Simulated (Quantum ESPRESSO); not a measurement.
# Strain and stress in Ge6AsAl

The results below are calculated, not measured. They come from pw.x of Quantum ESPRESSO 7.5, a plane-wave density functional program, with PseudoDojo standard norm-conserving files (v0.5 for PBE, v0.4.1 for LDA and PBEsol). The cells are made up: elements, strain and atom displacements were drawn at random, and nothing was relaxed. There is no spin polarisation, spin-orbit coupling or dispersion term.

The cell has 8 sites of a zincblende or diamond lattice. Sites 1 to 4 hold Ge Ge As Ge; sites 5 to 8 hold Ge Ge Al Ge. Cell vectors in Å: (5.776, 0.000, 0.000); (0.000, 5.776, 0.000); (0.000, 0.000, 5.776). Settings: PBE, cutoff 1143 eV, 6 x 6 x 6 k mesh shifted by half a step, Fermi-Dirac smearing of 0.1 eV.

Each run adds the same linear strain along x, y and z to one cell, with the atoms carried along; the vectors above are those of run 5. Stress is positive in tension and P is minus a third of its trace. E is the free energy for each atom above the lowest run shown.

| run | strain (%) | s_xx (GPa) | s_yy (GPa) | s_zz (GPa) | s_xy (GPa) | P (GPa) | E (meV/atom) |
| --- | --- | --- | --- | --- | --- | --- | --- |
| 1 | -2.48 | -7.28 | -7.39 | -7.34 | 0.29 | 7.34 | 48.51 |
| 2 | -1.67 | -5.17 | -5.28 | -5.25 | 0.28 | 5.23 | 26.91 |
| 3 | -1.19 | -4.04 | -4.14 | -4.12 | 0.27 | 4.10 | 17.30 |
| 5 | 0.55 | -0.51 | -0.61 | -0.60 | 0.25 | 0.57 | 0.00 |
| 6 | 1.30 | 0.75 | 0.66 | 0.65 | 0.23 | -0.69 | 0.27 |
| 7 | 1.52 | 1.09 | 1.00 | 1.00 | 0.23 | -1.03 | 1.13 |
| 4 | -0.80 | ? | ? | ? | ? | ? | ? |

A rerun of one of these cells at 1437 eV and k mesh 8 x 8 x 8 moved values by no more than 0.003 eV in the cell's energy, 0.02 GPa in stress and 0.008 eV/Å in force.

## Worked fit

A parabola through the six runs shown gives P = 1.58 - 1.94 e + 0.153 e² GPa, with e in per cent and a scatter of 0.02 GPa. A linear strain of 1 % changes the volume by about 3 %, so the bulk modulus of this cell with clamped atoms is about 65 ± 1 GPa at e = 0. The error is the larger of the fit's own and the change that a cubic makes, rounded up.

## Withheld run

Question: what P should run 4 give?

The fit gives 3.23 GPa. The calculation gave 3.23 GPa.

```
run  strain (%)  s_xx (GPa)  s_yy (GPa)  s_zz (GPa)  s_xy (GPa)  P (GPa)  E (meV/atom)
  4       -0.80       -3.17       -3.27       -3.25        0.27     3.23         11.07
```